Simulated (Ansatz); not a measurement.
**Bi2Pb3S6: levels and charges under dearer methods**

A database entry relaxed whole under r2SCAN at zero pressure (Cmcm, No. 63):

```yaml
crystal:
  lattice:
    - [2.03578, -6.81648, 0.00000]
    - [2.03578, 6.81648, 0.00000]
    - [0.00000, 0.00000, 21.31623]
  atoms:
    - { symbol: Bi, position: [0.63550, 0.36450, 0.95127] }
    - { symbol: Bi, position: [0.36450, 0.63550, 0.04873] }
    - { symbol: Bi, position: [0.63550, 0.36450, 0.54873] }
    - { symbol: Bi, position: [0.36450, 0.63550, 0.45127] }
    - { symbol: Pb, position: [0.90925, 0.09075, 0.86374] }
    - { symbol: Pb, position: [0.09075, 0.90925, 0.13626] }
    - { symbol: Pb, position: [0.90925, 0.09075, 0.63626] }
    - { symbol: Pb, position: [0.09075, 0.90925, 0.36374] }
    - { symbol: Pb, position: [0.16699, 0.83301, 0.75000] }
    - { symbol: Pb, position: [0.83301, 0.16699, 0.25000] }
    - { symbol: S, position: [0.26204, 0.73796, 0.91851] }
    - { symbol: S, position: [0.73796, 0.26204, 0.08149] }
    - { symbol: S, position: [0.26204, 0.73796, 0.58149] }
    - { symbol: S, position: [0.73796, 0.26204, 0.41851] }
    - { symbol: S, position: [0.00000, 0.00000, 0.00000] }
    - { symbol: S, position: [0.00000, 0.00000, 0.50000] }
    - { symbol: S, position: [0.81005, 0.18995, 0.75000] }
    - { symbol: S, position: [0.18995, 0.81005, 0.25000] }
    - { symbol: S, position: [0.55260, 0.44740, 0.83801] }
    - { symbol: S, position: [0.44740, 0.55260, 0.16199] }
    - { symbol: S, position: [0.55260, 0.44740, 0.66199] }
    - { symbol: S, position: [0.44740, 0.55260, 0.33801] }
```

Its volume is 26.89 Å³ an atom, +3.9 % against the entry's 25.89, a cell as deposited in COD (1977).

Single points on this cell with plane-wave PAW DFT (Ansatz 0.2.0; r2SCAN 500 eV, hybrids 420 eV; fermi-dirac occupations of width 0.020 eV; no moments): r2SCAN on a 8×8×2 Γ-centred mesh; r2SCAN with spin-orbit coupling on a 2×2×2 Γ-centred mesh; HSE06 on a 2×2×2 Γ-centred mesh; PBE0 on a 2×2×2 Γ-centred mesh.

Question: What does each level give for gap and charges?

Answer: The runs give:

| level | gap (eV), or kind | pressure (GPa) | Bader charge of Bi (e) | Bader charge of Pb (e) | Bader charge of S (e) |
| --- | --- | --- | --- | --- | --- |
| r2SCAN | 0.96 | 0.0 | +1.34 | +1.09 | -0.99 |
| r2SCAN with spin-orbit coupling | 0.39 | 0.5 | +1.27 | +1.04 | -0.95 |
| HSE06 | 1.23 | 0.0 | +1.39 | +1.12 | -1.02 |
| PBE0 | 1.88 | 0.0 | +1.40 | +1.12 | -1.03 |

Under r2SCAN the gap is 0.96 eV, over mesh and band path. HSE06 moves it by +0.27 eV and PBE0 by +0.92 eV; PBE0 keeps its exact exchange at long range, which widens the gap over HSE06's by 0.65 eV on their common mesh. Spin-orbit coupling moves the r2SCAN gap by -0.57 eV, which the hybrid values lack. The charge on Bi goes from +1.34 to +1.39 e under HSE06.

Caveats: the relaxation kept the start's symmetry; HSE06 is read on its mesh and at the zone's corners, PBE0 on its mesh alone; hybrid pressures are good to a few tenths of a GPa; pressure is positive in compression.
